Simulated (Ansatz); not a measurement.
W2C:
```cif
data_C2W4
_chemical_formula_sum 'W4 C2'
_space_group_name_H-M_alt 'P 1'
_space_group_IT_number 1
_cell_length_a 4.65619
_cell_length_b 5.20830
_cell_length_c 2.99187
_cell_angle_alpha 90.000
_cell_angle_beta 90.000
_cell_angle_gamma 90.000
loop_
_space_group_symop_operation_xyz
  'x, y, z'
loop_
_atom_site_label
_atom_site_type_symbol
_atom_site_fract_x
_atom_site_fract_y
_atom_site_fract_z
_atom_site_occupancy
W1 W 0.25924 0.15825 0.50000 1
W2 W 0.74076 0.84175 0.50000 1
W3 W 0.75924 0.34175 0.00000 1
W4 W 0.24076 0.65825 0.00000 1
C1 C 0.00000 0.00000 0.00000 1
C2 C 0.50000 0.50000 0.50000 1
```

Relaxed with LDA.

**Question.** Which orbitals make up the states near the Fermi level in LDA (plane waves, PAW; program Ansatz)?

**Answer.** Within 0.5 eV of the Fermi level: W 5d 88 %, C 2p 7 %. Projections are on Löwdin-orthogonalised atomic valence shells; empty p or d shells of many metals are not among them.

**Question.** Tabulate the density of states.

**Answer.** States/eV per cell of 6 atoms, in 0.25 eV bins, energy from the Fermi level.

| E (eV) | total | W 5d | C 2p | W 6s |
|---|---|---|---|---|
| -7.85 | 3.48 | 1.40 | 1.41 | 0.51 |
| -7.60 | 3.57 | 1.40 | 1.48 | 0.50 |
| -7.35 | 2.25 | 0.89 | 0.96 | 0.29 |
| -7.10 | 1.67 | 0.72 | 0.67 | 0.19 |
| -6.85 | 1.87 | 0.83 | 0.77 | 0.17 |
| -6.60 | 2.75 | 1.21 | 1.20 | 0.19 |
| -6.35 | 3.46 | 1.52 | 1.59 | 0.19 |
| -6.10 | 4.30 | 1.96 | 2.03 | 0.16 |
| -5.85 | 4.66 | 2.19 | 2.21 | 0.12 |
| -5.60 | 4.53 | 2.06 | 2.11 | 0.18 |
| -5.35 | 4.19 | 2.13 | 1.76 | 0.13 |
| -5.10 | 3.71 | 1.95 | 1.47 | 0.14 |
| -4.85 | 2.90 | 1.74 | 0.89 | 0.15 |
| -4.60 | 2.86 | 2.04 | 0.52 | 0.20 |
| -4.35 | 3.43 | 2.65 | 0.48 | 0.22 |
| -4.10 | 4.82 | 3.90 | 0.51 | 0.28 |
| -3.85 | 5.37 | 4.39 | 0.46 | 0.30 |
| -3.60 | 3.51 | 2.91 | 0.26 | 0.17 |
| -3.35 | 3.54 | 2.96 | 0.24 | 0.23 |
| -3.10 | 3.83 | 3.21 | 0.23 | 0.25 |
| -2.85 | 4.27 | 3.59 | 0.25 | 0.27 |
| -2.60 | 3.76 | 3.11 | 0.26 | 0.23 |
| -2.35 | 4.50 | 3.75 | 0.28 | 0.28 |
| -2.10 | 3.68 | 3.03 | 0.22 | 0.23 |
| -1.85 | 1.93 | 1.52 | 0.13 | 0.13 |
| -1.60 | 2.50 | 2.05 | 0.16 | 0.13 |
| -1.35 | 2.58 | 2.15 | 0.15 | 0.13 |
| -1.10 | 2.30 | 2.07 | 0.12 | 0.05 |
| -0.85 | 2.34 | 2.11 | 0.12 | 0.04 |
| -0.60 | 2.47 | 2.23 | 0.14 | 0.04 |
| -0.35 | 2.43 | 2.18 | 0.14 | 0.03 |
| -0.10 | 2.70 | 2.39 | 0.18 | 0.05 |
| 0.15 | 3.19 | 2.79 | 0.25 | 0.06 |
| 0.40 | 3.67 | 3.21 | 0.30 | 0.07 |
| 0.65 | 2.93 | 2.55 | 0.23 | 0.06 |
| 0.90 | 3.30 | 2.86 | 0.28 | 0.07 |
| 1.15 | 3.58 | 3.13 | 0.28 | 0.07 |
| 1.40 | 4.16 | 3.65 | 0.32 | 0.08 |
| 1.65 | 4.15 | 3.64 | 0.32 | 0.08 |
| 1.90 | 4.92 | 4.28 | 0.40 | 0.10 |
| 2.15 | 5.14 | 4.54 | 0.34 | 0.11 |
| 2.40 | 4.45 | 3.92 | 0.27 | 0.11 |
| 2.65 | 4.35 | 3.79 | 0.30 | 0.12 |
| 2.90 | 4.44 | 3.86 | 0.30 | 0.14 |
| 3.15 | 4.35 | 3.74 | 0.31 | 0.16 |
| 3.40 | 3.41 | 2.86 | 0.25 | 0.15 |
| 3.65 | 2.51 | 1.92 | 0.26 | 0.15 |
| 3.90 | 2.18 | 1.47 | 0.32 | 0.19 |
| 4.15 | 2.12 | 1.30 | 0.36 | 0.19 |

Space group Pnnm. The workflow started from a Materials Project entry (that database holds measured and hypothetical structures alike); the Crystallography Open Database copy checked does not list it. Its standing as an ambient phase is unchecked. The cell was relaxed with LDA under the symmetry of its start; of distortions, only those at the zone centre were tested. The run is not spin-polarised. Spin–orbit coupling is left out wherever it is not named.

Potentials: the later of the program's two PAW sets.
